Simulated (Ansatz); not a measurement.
**Ca2SiS6, before and after**

Recipe of this trial structure of Ca2SiS6: ordered vacancies on the cation sites of perovskite (Fm-3m, No. 225) (occupants of the shared sites, in ratio, Si: 1, vacant: 1). Its size is a rough estimate.

start.cif

```cif
data_structure
_symmetry_space_group_name_H-M 'P 1'
_symmetry_Int_Tables_number 1
_cell_length_a 6.2217
_cell_length_b 6.2217
_cell_length_c 6.2217
_cell_angle_alpha 60.000
_cell_angle_beta 60.000
_cell_angle_gamma 60.000
_cell_volume 170.30
loop_
_atom_site_label
_atom_site_type_symbol
_atom_site_fract_x
_atom_site_fract_y
_atom_site_fract_z
_atom_site_occupancy
Ca1 Ca 0.25000 0.25000 0.25000 1
Ca2 Ca 0.75000 0.75000 0.75000 1
Si1 Si 0.00000 0.00000 0.00000 1
S1 S 0.75000 0.25000 0.25000 1
S2 S 0.25000 0.75000 0.75000 1
S3 S 0.25000 0.75000 0.25000 1
S4 S 0.75000 0.25000 0.75000 1
S5 S 0.25000 0.25000 0.75000 1
S6 S 0.75000 0.75000 0.25000 1
```

Method: Ansatz, DFT PBE, scalar-relativistic, plane waves, PAW. Cutoff 420 eV, Gaussian smearing, Γ-centred meshes. Cell and atoms relax first on a coarse mesh and then on a finer one. In between, the cell is made exact in the group found at 0.06 Å. In metals the finer mesh still leaves noise of several meV/atom or more. The steps can't lower the symmetry of their start. No spin polarisation.

end.cif

```cif
data_structure
_symmetry_space_group_name_H-M 'P 1'
_symmetry_Int_Tables_number 1
_cell_length_a 6.3696
_cell_length_b 6.3696
_cell_length_c 6.3696
_cell_angle_alpha 60.000
_cell_angle_beta 60.000
_cell_angle_gamma 60.000
_cell_volume 182.74
loop_
_atom_site_label
_atom_site_type_symbol
_atom_site_fract_x
_atom_site_fract_y
_atom_site_fract_z
_atom_site_occupancy
Ca1 Ca 0.25000 0.25000 0.25000 1
Ca2 Ca 0.75000 0.75000 0.75000 1
Si1 Si 0.00000 0.00000 0.00000 1
S1 S 0.75200 0.24800 0.24800 1
S2 S 0.24800 0.75200 0.75200 1
S3 S 0.24800 0.75200 0.24800 1
S4 S 0.75200 0.24800 0.75200 1
S5 S 0.24800 0.24800 0.75200 1
S6 S 0.75200 0.75200 0.24800 1
```

The symmetry stays Fm-3m (No. 225). The volume per atom grows by 7.3 %, from 18.9 to 20.3 Å³. The shortest distance goes from 2.20 Å (Si–S) to 2.23 Å (Si–S).

```json
{"Volume per atom": "20.30 Å³", "Density": "2.73 g/cm³", "Energy over the elements": "−0.66 eV/atom", "Gap on the 8×8×8 mesh of the 9-atom cell": "0 eV (a metal)"}
```

The zero of energy is the elements' standard structures at the same level; no fitted shifts are applied. A negative formation energy is needed for stability but isn't enough: competing phases decide.

The last run used Gaussian smearing of 0.10 eV. The cell is a metal run without spin; a magnetic state may lie lower. The reference form of S is held partly by dispersion forces, which this level lacks. A structure relaxed within its symmetry needn't be a true minimum. In all, the 3 runs took 81 s on 1 thread of Arm Neoverse V2 (shared host).
